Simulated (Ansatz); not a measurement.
PbS (rock salt) is sheared across one {100} plane: the third cell vector gains the shift, so faults repeat every 9.0 Å. The cut lies between planes 3.00 Å apart; the cell height is held.

```
CELL_PARAMETERS angstrom
      4.24894     0.00000     0.00000
      0.00000     4.24894     0.00000
      2.12447     2.12447     9.01336
ATOMIC_POSITIONS crystal
  S  0.00000 0.00000 0.83333
  S  0.33333 0.33333 0.16667
  S  0.66667 0.66667 0.50000
  Pb 0.50000 0.50000 0.83333
  Pb 0.83333 0.83333 0.16667
  Pb 0.16667 0.16667 0.50000
```

In-plane vectors a = (4.249, 0.000) Å, b = (0.000, 4.249) Å, area 18.05 Å². The shift is s times the vector a (length 4.249 Å), so s = 1 restores the start. The shift is rigid: no atom relaxes. γ = [E(shift) − E(0)] / area.

Calculation: PBE (plane waves to 420 eV, PAW, scalar-relativistic; Ansatz, a first-principles code). k mesh 7×7×7 (Γ-centred), Fermi-Dirac smearing 0.05 eV. Energies are extrapolated to zero smearing. Stress and pressure are positive under compression. Faults lie only 9.0 Å apart, and holding the cell height and the atoms raises γ above its relaxed value. PbS was relaxed with its symmetry unable to fall. Spin-orbit coupling is left out, though Pb is heavy. γ is measured from zero shift.

```csv
s,σ normal to the fault (GPa),γ (meV/Å²)
0.000,0.0,0.0
0.083,-0.1,?
0.167,-0.4,7.7
0.250,-0.8,15.2
0.333,-1.1,22.5
0.417,-1.4,?
0.500,-1.4,?
0.583,-1.4,?
0.667,-1.1,22.5
0.750,-0.8,15.2
0.833,-0.4,7.7
0.917,-0.1,?
```

Question: Some entries are withheld; supply them.

Answer: 
- 0.083, γ (meV/Å²): 2.1
- 0.417, γ (meV/Å²): 27.7
- 0.500, γ (meV/Å²): 29.6
- 0.583, γ (meV/Å²): 27.7
- 0.917, γ (meV/Å²): 2.1

(The slope of γ gives the shear force per area between the displaced halves; near zero shift its curvature is an elastic stiffness.)
